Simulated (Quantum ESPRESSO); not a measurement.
Simulation results for Zn₃GaSeS₃ (made-up cell)

Calculation on a made-up crystal cell, not a measurement: periodic Kohn-Sham density functional theory in plane waves with PseudoDojo standard norm-conserving scalar-relativistic pseudopotentials, each functional with its own files (v0.5 for PBE, v0.4.1 for LDA and PBEsol), no spin polarisation, no spin-orbit coupling, atoms not relaxed, stress positive in tension, energies less a fixed whole-eV offset for each atom's element; levels are Kohn-Sham levels at fractions of this cell's reciprocal vectors, counted from the reference band (half the neutral cell's valence electrons, rounded up) at Gamma; error bars cover cutoff and k-mesh only, not smearing or the files; added strain carries the atoms with the cell, and shear is the tensor component; each bar is the largest change over components, and at least 0.002 eV, 0.002 eV per angstrom or 0.02 GPa; energies are for the whole cell, and the offsets were chosen from early runs and are not element reference energies. Program: Quantum ESPRESSO 7.5.

Zn₃GaSeS₃ (made-up cell)

```
cell vectors (Å)
   3.8644     0.0003    -0.0307
   0.0005     6.7998     0.0235
  -0.0501     0.0222     6.3567
atoms (fractions of the cell vectors)
Zn -0.00445 -0.00779 -0.01618
Ga  0.50010  0.51212  0.01062
Zn  0.49555  0.17088  0.49117
Zn -0.02609  0.70034  0.51570
Se -0.00189  0.00776  0.37923
S   0.50303  0.48827  0.37807
S   0.47996  0.17198  0.87942
S   0.02227  0.66584  0.86626
```

It was run with lattice type wurtzite, functional pbe, cutoff 1170 eV, fermi dirac smearing 0.1 eV, scf tolerance 1e-07 eV, electrons removed 0 and k mesh 7 x 6 x 6, shifted by half a step.

Atoms:
```
atoms element  atom site  atom energy offset (eV)
           Zn          1                    -5687
           Ga          2                    -2080
           Zn          3                    -5687
           Zn          4                    -5687
           Se          5                    -3300
            S          6                     -302
            S          7                     -302
            S          8                     -302
```

To be estimated
1. Estimate the stress xx of Zn₃GaSeS₃ (made-up cell).
2. Estimate the fermi level of Zn₃GaSeS₃ (made-up cell).
3. Zn₃GaSeS₃ (made-up cell): stress yz?
4. Give the table of levels values for Zn₃GaSeS₃ (made-up cell).

Calculated values
1. -5.69 GPa
2. 1.483 eV
3. 2.025 GPa
4. 
Levels:
```
level k point  next band up (eV)
        Gamma              1.399
(1/2,1/2,1/2)              1.851
   (0.15,0,0)              2.163
   (0,0.15,0)              1.715
   (0,0,0.15)              1.534
```

Further results for Zn₃GaSeS₃ (made-up cell):

```
free energy less offsets : -0.3458 eV
smearing term minus ts   : -0.06952 eV
scf iterations           : 11
pressure                 : 5.195 GPa
stress yy                : -5.142 GPa
stress zz                : -4.752 GPa
stress xz                : -0.7303 GPa
stress xy                : -0.1456 GPa
reference band           : 54
error bar energy         : 0.002 eV
error bar stress         : 0.04599 GPa
error bar force          : 0.01392 eV/Å
error bar next band up   : 0.002878 eV
error bar fermi level    : 0.005875 eV
error bars from          : tighter rerun of this cell
```

Forces:
```
site  x (eV/Å)  y (eV/Å)  z (eV/Å)
   1   -0.2199    0.3156  -0.03689
   2    0.6509   -0.5482   -0.2273
   3    0.1792    0.4926     1.029
   4  0.009524    -1.874    -0.342
   5   -0.1888    0.2583    -1.168
   6   -0.1161     1.164     0.754
   7    0.3445   -0.3545   -0.3159
   8   -0.6592     0.546    0.3064
```
